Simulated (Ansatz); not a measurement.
RbMgF₃ (cubic perovskite, space group No. 221), a = b = c = 4.0600 Å, α = β = γ = 90.00°.

Relaxed with r²SCAN. 

Problem. HSE06 on this cell (Ansatz, a first-principles code, PAW) gives a gap of 9.60 eV. What does r²SCAN give?

Solution. 8.31 eV.

Cost on shared cores: the r²SCAN run (SCF on a 7×7×7 mesh, then bands and DOS) very roughly 24 core-seconds, the HSE06 run (SCF on 4×4×4, then a few points) very roughly 40 core-seconds; the tasks are unlike.

Space group Pm-3m (cubic perovskite). The workflow started from a Materials Project entry (that database holds measured and hypothetical structures alike); the Crystallography Open Database copy checked does not list it. Whether it is the stable phase at ambient conditions was not checked. The cell was relaxed with r²SCAN under the symmetry of its start; its stability against distortions is not shown here. Spin–orbit coupling is left out wherever it is not named.

Potentials: the later of the program's two PAW sets.

Ansatz is a plane-wave DFT program.
